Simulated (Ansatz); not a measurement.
The computed numbers are results of PBE, scalar-relativistic (no spin polarisation) in the plane-wave PAW code Ansatz at 420 eV, 8×8×8 k-mesh, Gaussian smearing of 0.05 eV; PAW files: Ansatz's generated set soft_2.

A compound LaX3 has these computed properties.

- Space group: Pm-3m (No. 221)
- Conventional cell: a = 4.147 Å, b = 4.147 Å, c = 4.147 Å, α = 90.00°, β = 90.00°, γ = 90.00°
- Volume: 17.83 Å³/atom
- Band gap: zero (metallic)
- Density of states at the Fermi level: about 1 states/(eV·atom)
- Bader charges: La 1.18; X -0.39 e
- f electrons (orthogonalised atomic orbitals): La 0.42
- Formation energy from the elements (0 K, uncorrected): 0.81 eV/atom (unstable against the elements)
- Bulk modulus (Birch–Murnaghan): 187 GPa
- Pressure derivative B0′: 4.5

Sites: La on 1a, X on 3c.

Question: Which element is X?
A. W
B. Re
C. Os
D. Ir

Answer: C. X is Os, so the compound is LaOs3.

This is a trial structure made by placing the elements on a prototype's sites, so it needn't be the stable form.

For elements this heavy, spin–orbit coupling would shift levels and gaps; it isn't included here.
